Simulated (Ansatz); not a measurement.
YCI:
```
YCI
1.0
    3.55315     1.89911     0.00000
   -3.55315     1.89911     0.00000
   -0.67694     0.00000    10.22566
Y C I
2 2 2
Direct
  0.14216   0.85784   0.13406
  0.85784   0.14216   0.86594
  0.42292   0.57708   0.03227
  0.57708   0.42292   0.96773
  0.17442   0.82558   0.66418
  0.82558   0.17442   0.33582
```

Relaxed with LDA. Special points in fractions of this cell's reciprocal vectors: Γ (0.000, 0.000, 0.000); C (0.322, 0.322, 0.000); C2 (-0.322, 0.678, 0.000); Y2 (-0.500, 0.500, 0.000); M2 (-0.500, 0.500, 0.500); D (-0.318, 0.682, 0.500); D2 (0.318, 0.318, 0.500); A (0.000, 0.000, 0.500); L2 (0.000, 0.500, 0.500); V2 (0.000, 0.500, 0.000).

**Question.** List the band energies nearest the Fermi level at these points for the program Ansatz at the LDA level (PAW).

**Answer.** In eV from the Fermi level; about four levels below and three above (degenerate sets whole), none deeper than 8.9 eV; points with the same levels are listed once.

```
k                     below           above
--  -----------------------  --------------
Γ   -1.78 -1.76 -1.35 -0.49  0.01 0.73 1.93
C   -3.36 -3.25 -3.00 -0.01  0.13 1.74 3.24
Y2  -2.84 -2.24 -2.08 -0.57  2.10 2.46 2.85
M2  -2.86 -2.34 -1.98 -0.48  1.66 2.25 2.79
D   -3.25 -3.23 -3.13 -0.03  0.25 1.94 2.58
A   -1.83 -1.66 -1.47 -0.47  0.11 0.78 2.00
L2  -3.10 -2.83 -2.54 -1.86  1.72 1.99 2.89
V2  -3.25 -2.81 -2.57 -1.99  1.92 2.12 3.04
```

Space group C2/m. The workflow started from an entry of the Crystallography Open Database (COD). Its standing as an ambient phase is unchecked. The cell was relaxed with LDA under the symmetry of its start; its stability against distortions is not shown here. No spin polarisation was allowed. A crystal of weakly bound layers computed without a dispersion correction: the cell and the soft elastic constants depend strongly on that. Spin–orbit coupling is left out wherever it is not named.

Potentials: the later of the program's two PAW sets.
